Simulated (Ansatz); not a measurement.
## Equation of state of rhodium, dhcp

These are results of DFT, PBEsol, plane waves (420 eV) with PAW, scalar-relativistic in Ansatz 0.2.0, not measurements. The PAW files were generated under PBE, with cores re-solved for the functional.

The cell is scaled uniformly from the relaxed one, with fractional coordinates and shape fixed. Energies are extrapolated to zero smearing, pressures are those at the given smearing. Magnetic state: spin not included.

```
V (Å³/atom)  E − E₀ (meV/atom)  P (GPa)
     11.919              224.9    51.57
     12.460               90.0    30.07
     13.002               19.6    13.20
     13.544                0.0    -0.02
     14.086               20.0   -10.35
     14.627               71.1   -18.41
     15.169              146.2   -24.64
```

Problem. Fit a third-order Birch-Murnaghan equation.

Solution. V₀ = 13.52 Å³/atom, B₀ = 294 GPa, B₀′ = 5.1.
